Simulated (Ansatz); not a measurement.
Polymorphs of Ga$_{2}$O$_{3}$, each relaxed with PBE (plane waves, PAW; program Ansatz):

A: corundum (R-3c)
a = b = 5.058 Å, c = 13.624 Å, α = β = 90.00°, γ = 120.00°

```json
[
 {"atom": "Ga", "site": "12c", "symmetry": "3.", "x": "0.0000", "y": "0.0000", "z": "0.1442"},
 {"atom": "O", "site": "18e", "symmetry": ".2", "x": "0.3031", "y": "0.3031", "z": "0.7500"}
]
```

B: C2/m
a = 12.4554 Å, b = 3.0833 Å, c = 5.8773 Å, α = 90.00°, β = 103.70°, γ = 90.00°

```csv
atom,site,symmetry,x,y,z
Ga,4i,m,0.1585,0.5000,0.3142
Ga,4i,m,0.0899,0.0000,0.7947
O,4i,m,0.4960,0.0000,0.2567
O,4i,m,0.1737,0.0000,0.5643
O,4i,m,0.1635,0.0000,0.1092
```

Q: Order them by energy per atom at 0 K (lowest first) at the level PBE.

A: B (+0 meV/atom), A (+31 meV/atom)

Q: Give each one's gap.

A: A 2.40 eV; B 2.01 eV.

All cells were relaxed under the symmetry of their starts (and spin orders); stability against distortions was not tested throughout. Scalar-relativistic: spin–orbit coupling is off unless named, which matters more the heavier the elements.

Energies hold the estimated change up to a 700 eV cutoff; steps of a few meV lie near the error of the meshes.

Potentials: the earlier of the program's two PAW sets.
